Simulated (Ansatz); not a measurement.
The cell below belongs to a search over invented structures; it isn't taken from experiment.

Input and command of a plane-wave DFT calculation in Ansatz:

```yaml
crystal:
  lattice:
    - [1.9549511198, -14.8297342787, 0.0]
    - [1.9549511198, 14.8297342787, 0.0]
    - [0.0, 0.0, 3.885895701]
  atoms:
    - { symbol: Ta, position: [0.2043671575, 0.7956328425, 0.0] }
    - { symbol: Ta, position: [0.9245129325, 0.0754870675, 0.0] }
    - { symbol: Ta, position: [0.0754870675, 0.9245129325, 0.0] }
    - { symbol: Ta, position: [0.7956328425, 0.2043671575, 0.0] }
    - { symbol: Ni, position: [0.5, 0.5, 0.0], spin: 2.0 }
    - { symbol: O, position: [0.1398733882, 0.8601266118, 0.0] }
    - { symbol: O, position: [0.7210734965, 0.2789265035, 0.0] }
    - { symbol: O, position: [0.4364464897, 0.5635535103, 0.0] }
    - { symbol: O, position: [0.5635535103, 0.4364464897, 0.0] }
    - { symbol: O, position: [0.0, 0.0, 0.0] }
    - { symbol: O, position: [0.8601266118, 0.1398733882, 0.0] }
    - { symbol: O, position: [0.2789265035, 0.7210734965, 0.0] }
    - { symbol: O, position: [0.9279013224, 0.0720986776, 0.5] }
    - { symbol: O, position: [0.0720986776, 0.9279013224, 0.5] }
    - { symbol: O, position: [0.7943582061, 0.2056417939, 0.5] }
    - { symbol: O, position: [0.2056417939, 0.7943582061, 0.5] }
basis:
  ecutwfc: 500
kpoints:
  mp_grid: { grid: [8, 8, 8] }
  band_path:
    path:
      - [[0.0, 0.0, 0.0], [-0.5, 0.5, 0.0], [-0.25434455, 0.74565545, 0.0]]
      - [[0.25434455, 0.25434455, 0.0], [0.0, 0.0, 0.0], [0.0, 0.0, 0.5], [0.25434455, 0.25434455, 0.5]]
      - [[-0.25434455, 0.74565545, 0.5], [-0.5, 0.5, 0.5], [-0.5, 0.5, 0.0]]
      - [[0.0, 0.0, 0.0], [0.0, 0.5, 0.0], [0.0, 0.5, 0.5], [0.0, 0.0, 0.5], [-0.5, 0.5, 0.5]]
    npoints: 10
hamiltonian:
  xc: r2scan
scf:
  occupations: { method: gaussian, width: 0.1 }
  n_extra_bands: 40
output:
  forces: true
  stress: true
  eigenvalues: true
  populations: true
  dos: { projected: true, de: 0.02, nscf_kmesh: { grid: [10, 10, 10] } }
  bader: false
magnetization:
  spin_polarized: true
```

```bash
ansatz run input.yaml --threads 5 --pin off --max-ram 14080MiB --backend cpu --events-out ev --progress --plain --runs-dir out
```

Processor: Intel(R) Xeon(R) Platinum 8375C CPU @ 2.90GHz (Ice Lake), 5 threads, on a host shared with other jobs.

Problem. How long does it run, and how much memory does it take?

Solution. About 8.9 min, peak memory 5.1 GiB. It solves 108 bands at 105 k points (after reduction by symmetry) with about 5703 plane waves, in 29 SCF iterations.
